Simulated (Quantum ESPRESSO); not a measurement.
# P2SiC2N2: input and log of a self-consistent run

Simulated, not a measurement. The program is pw.x of Quantum ESPRESSO 7.5 (plane-wave density functional theory). The cell is made up: 7 atoms on a zincblende/diamond lattice with one site empty, with randomly drawn elements, strain and displacements, not relaxed. PseudoDojo standard norm-conserving files (v0.5 for PBE, v0.4.1 for LDA and PBEsol) set the functional; there is no spin polarisation, spin-orbit coupling or dispersion term, and the masses in the input are unused placeholders. A spin-polarised start on this cell or one of its family kept no moment.

Input:

```
&control calculation='scf', pseudo_dir='./dojo.nc.sr.pbe.v0_5.standard.upf', outdir='./o', disk_io='medium', tprnfor=.true., tstress=.true. /
&system ibrav=0, nat=7, ntyp=4, nbnd=26, ecutwfc=84.00895049, nosym=.true., tot_charge=0,
 occupations='smearing', smearing='fd', degauss=0.0073498644
/
&electrons conv_thr=7.350e-09, electron_maxstep=60, /
ATOMIC_SPECIES
C 1.0 C.upf
N 1.0 N.upf
P 1.0 P.upf
Si 1.0 Si.upf
CELL_PARAMETERS angstrom
4.2975 0.0182 -0.0372
0.0182 4.3543 -0.0046
-0.0372 -0.0046 4.3721
ATOMIC_POSITIONS angstrom
P -0.1031 -0.0253 0.0945
P 1.9879 -0.0111 2.3115
Si 2.4245 2.226 -0.0321
C 0.928 1.1105 1.3207
N 0.984 3.3121 3.1554
C 3.1551 1.0961 3.1167
N 3.282 3.225 1.104
K_POINTS automatic
6 6 6 1 1 1
```

The log is shortened where brackets say so; the opening notice, blank lines, dates and the lines on written files are dropped, and the path of the files is cut. It prints rydbergs, bohrs and kilobars, and counts compression as positive stress.

```
     Program PWSCF v.7.5
     Parallel version (MPI & OpenMP), running on       1 processor cores
     Number of MPI processes:                 1
     Threads/MPI process:                     1
     [start-up lines left out]
     bravais-lattice index     =            0
     lattice parameter (alat)  =       8.1215  a.u.
     unit-cell volume          =     552.0530 (a.u.)^3
     number of atoms/cell      =            7
     number of atomic types    =            4
     number of electrons       =        32.00
     number of Kohn-Sham states=           26
     kinetic-energy cutoff     =      84.0090  Ry
     charge density cutoff     =     336.0358  Ry
     scf convergence threshold =      7.3E-09
     mixing beta               =       0.7000
     number of iterations used =            8  plain     mixing
     Exchange-correlation= PBE
                           (   1   4   3   4   0   0   0)
     [axes and pseudopotential details left out]
   Cartesian axes
     site n.     atom                  positions (alat units)
         1        P      tau(   1) = (  -0.0239896  -0.0058869   0.0219885  )
         2        P      tau(   2) = (   0.4625498  -0.0025828   0.5378459  )
         3        Si     tau(   3) = (   0.5641390   0.5179515  -0.0074691  )
         4        C      tau(   4) = (   0.2159295   0.2583941   0.3073039  )
         5        N      tau(   5) = (   0.2289597   0.7706681   0.7342067  )
         6        C      tau(   6) = (   0.7341369   0.2550434   0.7252019  )
         7        N      tau(   7) = (   0.7636644   0.7504015   0.2568816  )
     number of k points=   108  Fermi-Dirac smearing, width (Ry)=  0.0073
     Number of k-points >= 100: set verbosity='high' to print them.
     Dense  grid:    57385 G-vectors     FFT dimensions: (  48,  50,  50)
     Estimated max dynamical RAM per process >      67.06 MB
     Initial potential from superposition of free atoms
     starting charge      31.9990, renormalised to      32.0000
     Starting wfcs are   28 randomized atomic wfcs
     total cpu time spent up to now is       10.2 secs
     per-process dynamical memory:    52.5 Mb
     Self-consistent Calculation
     iteration #  1     ecut=    84.01 Ry     beta= 0.70
     Davidson diagonalization with overlap
     ethr =  1.00E-02,  avg # of iterations =  3.2
     total cpu time spent up to now is       38.8 secs
     total energy              =    -100.65357505 Ry
     estimated scf accuracy    <       1.55941361 Ry
     iteration #  2     ecut=    84.01 Ry     beta= 0.70
     Davidson diagonalization with overlap
     ethr =  4.87E-03,  avg # of iterations =  2.0
     total cpu time spent up to now is       66.7 secs
     total energy              =    -100.94220365 Ry
     estimated scf accuracy    <       2.54099485 Ry
     iteration #  3     ecut=    84.01 Ry     beta= 0.70
     Davidson diagonalization with overlap
     ethr =  4.87E-03,  avg # of iterations =  2.0
     total cpu time spent up to now is       91.1 secs
     total energy              =    -101.35733195 Ry
     estimated scf accuracy    <       0.10427440 Ry
     iteration #  4     ecut=    84.01 Ry     beta= 0.70
     Davidson diagonalization with overlap
     ethr =  3.26E-04,  avg # of iterations =  3.4
     total cpu time spent up to now is      123.7 secs
     total energy              =    -101.38598999 Ry
     estimated scf accuracy    <       0.01896339 Ry
     iteration #  5     ecut=    84.01 Ry     beta= 0.70
     Davidson diagonalization with overlap
     ethr =  5.93E-05,  avg # of iterations =  6.0
     total cpu time spent up to now is      154.7 secs
     total energy              =    -101.38975090 Ry
     estimated scf accuracy    <       0.00505464 Ry
     [iterations 6 to 8 left out]
     iteration #  9     ecut=    84.01 Ry     beta= 0.70
     Davidson diagonalization with overlap
     ethr =  4.90E-08,  avg # of iterations =  2.0
     total cpu time spent up to now is      267.7 secs
     total energy              =    -101.39072598 Ry
     estimated scf accuracy    <       0.00000186 Ry
     iteration # 10     ecut=    84.01 Ry     beta= 0.70
     Davidson diagonalization with overlap
     ethr =  5.80E-09,  avg # of iterations =  2.1
     total cpu time spent up to now is      294.8 secs
     total energy              =    -101.39072640 Ry
     estimated scf accuracy    <       0.00000083 Ry
     iteration # 11     ecut=    84.01 Ry     beta= 0.70
     Davidson diagonalization with overlap
     ethr =  2.58E-09,  avg # of iterations =  1.2
     total cpu time spent up to now is      313.6 secs
     total energy              =    -101.39072650 Ry
     estimated scf accuracy    <       0.00000005 Ry
     iteration # 12     ecut=    84.01 Ry     beta= 0.70
     Davidson diagonalization with overlap
     ethr =  1.69E-10,  avg # of iterations =  2.5
     total cpu time spent up to now is      340.0 secs
     total energy              =    -101.39072652 Ry
     estimated scf accuracy    <          7.8E-09 Ry
     iteration # 13     ecut=    84.01 Ry     beta= 0.70
     Davidson diagonalization with overlap
     ethr =  2.43E-11,  avg # of iterations =  2.2
     total cpu time spent up to now is      364.7 secs
     End of self-consistent calculation
     Number of k-points >= 100: set verbosity='high' to print the bands.
     the Fermi energy is     8.6294 ev
!    total energy              =    -101.39072652 Ry
     estimated scf accuracy    <          7.4E-10 Ry
     smearing contrib. (-TS)   =      -0.00205002 Ry
     internal energy E=F+TS    =    -101.38867650 Ry
     The total energy is F=E-TS. E is the sum of the following terms:
     one-electron contribution =       4.93710316 Ry
     hartree contribution      =      15.86043419 Ry
     xc contribution           =     -31.70488957 Ry
     ewald contribution        =     -90.48132429 Ry
     convergence has been achieved in  13 iterations
     Forces acting on atoms (cartesian axes, Ry/au):
     atom    1 type  3   force =     0.03970897    0.05079618    0.00854028
     atom    2 type  3   force =    -0.03967552    0.07459339   -0.04967452
     atom    3 type  4   force =    -0.15432267   -0.03503562    0.00849300
     atom    4 type  1   force =     0.05383845   -0.06293114   -0.10046131
     atom    5 type  2   force =     0.06840977   -0.01397534    0.10488551
     atom    6 type  1   force =     0.02268516   -0.08251824    0.09253844
     atom    7 type  2   force =     0.00935583    0.06907077   -0.06432140
     Total force =     0.310904     Total SCF correction =     0.000029
     Computing stress (Cartesian axis) and pressure
          total   stress  (Ry/bohr**3)                   (kbar)     P=     -178.54
  -0.00120133  -0.00009147  -0.00009811         -176.72      -13.46      -14.43
  -0.00009147  -0.00076816   0.00025906          -13.46     -113.00       38.11
  -0.00009811   0.00025906  -0.00167151          -14.43       38.11     -245.89
     init_run     :      9.30s CPU     10.11s WALL (       1 calls)
     electrons    :    332.28s CPU    354.55s WALL (       1 calls)
     forces       :      4.04s CPU      4.11s WALL (       1 calls)
     stress       :     15.42s CPU     15.53s WALL (       1 calls)
     [timing details left out]
     PWSCF        :   6m 1.32s CPU   6m26.18s WALL
     JOB DONE.
```

In other units: free energy -1379.491 eV for the cell, pressure -17.85 GPa, largest force component 3.968 eV/Å. A rerun of this cell at 1437 eV and a 8 x 8 x 8 mesh moved values by no more than 0.002 eV in energy, 0.04 GPa in stress and 0.009 eV/Å in force.